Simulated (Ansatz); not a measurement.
The cell is SrTiO3 on the sites of the cubic perovskite structure (relaxed group Pm-3m); cell and atoms were relaxed with r2SCAN. Space group Pm-3m (No. 221), cubic; conventional cell a = 3.907 Å, 11.93 Å³ an atom. Sr is surrounded by 12 O at 2.76 Å; Ti is surrounded by 6 O at 1.95 Å; O is surrounded by 2 Ti at 1.95 Å and 4 Sr at 2.76 Å.

```yaml
crystal:
  lattice:
    - [3.90685, 0.00000, 0.00000]
    - [0.00000, 3.90685, 0.00000]
    - [0.00000, 0.00000, 3.90685]
  atoms:
    - { symbol: Sr, position: [0.00000, 0.00000, 0.00000] }
    - { symbol: Ti, position: [0.50000, 0.50000, 0.50000] }
    - { symbol: O, position: [0.50000, 0.00000, 0.50000] }
    - { symbol: O, position: [0.50000, 0.50000, 0.00000] }
    - { symbol: O, position: [0.00000, 0.50000, 0.50000] }
```

3 runs of the plane-wave code Ansatz on this cell differ in the functional (and in the settings that go with it). Levels are in eV from each run's valence top; v1 is the last filled band, c1 the first empty one.

Run A, mean stress -1.7 GPa (compression positive):

| point | v2 | v1 | c1 | c2 |
| --- | --- | --- | --- | --- |
| Γ | -0.38 | -0.38 | 3.32 | 3.32 |
| X | -0.79 | -0.79 | 3.51 | 5.43 |
| M | -1.69 | -0.09 | 5.45 | 5.45 |
| R | 0.00 | 0.00 | 6.25 | 6.25 |

Run B, mean stress +4.1 GPa (compression positive):

| point | v2 | v1 | c1 | c2 |
| --- | --- | --- | --- | --- |
| Γ | -0.35 | -0.35 | 1.88 | 1.88 |
| X | -0.72 | -0.72 | 2.05 | 3.80 |
| M | -1.56 | -0.09 | 3.81 | 3.81 |
| R | 0.00 | 0.00 | 4.48 | 4.48 |

Run C, mean stress -1.9 GPa (compression positive):

| point | v2 | v1 | c1 | c2 |
| --- | --- | --- | --- | --- |
| Γ | -0.36 | -0.36 | 4.07 | 4.07 |
| X | -0.79 | -0.79 | 4.25 | 6.21 |
| M | -1.70 | -0.09 | 6.23 | 6.23 |
| R | 0.00 | 0.00 | 7.03 | 7.03 |

Q: Match the runs to PBE, HSE06, PBE0.

A: A is HSE06, B is PBE, C is PBE0. In order of the gap: PBE 1.88, HSE06 3.32, PBE0 4.07 eV.

Spin-unpolarised throughout; all numbers are computed.

The program warns that its thresholds are loose for a hybrid's stress.

The meshes of the hybrids are coarse, so their gaps aren't converged to the digits shown.
